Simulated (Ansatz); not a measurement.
ZnF2 (rutile, P4_2/mnm), r²SCAN (plane waves, PAW; program Ansatz). The conduction-band minimum lies at Γ, with 1 equivalent valley. Second derivatives d²E/dk² of the lowest band at one valley (eV·Å²), along Cartesian directions:

| direction | d²E/dk² |
|---|---|
| [100] | 16.54 |
| [010] | 16.54 |
| [001] | 18.03 |
| [110] | 16.54 |
| [101] | 17.28 |
| [011] | 17.28 |

Q: Find the principal effective masses, the density-of-states mass and the conductivity mass.

A: Off-diagonal terms follow from H_xy = H[110] − (H_xx + H_yy)/2, and m*/mₑ = 7.620 eV·Å² over each eigenvalue: 0.42, 0.46, 0.46. One valley's DOS mass (m₁m₂m₃)^(1/3) = 0.45, conductivity mass 3/(Σ 1/mᵢ) = 0.45 mₑ.

Q: What effective density of states Nc follows at 300 K for parabolic valleys?

A: Nc = 2.509e19 × 1 × (0.45)^(3/2) ≈ 7.6e18 cm⁻³.

Symmetry was held in the r²SCAN relaxation.

Potentials: the later of the program's two PAW sets.

Edges and masses are those of Kohn–Sham bands, whose gap is no quasiparticle gap.
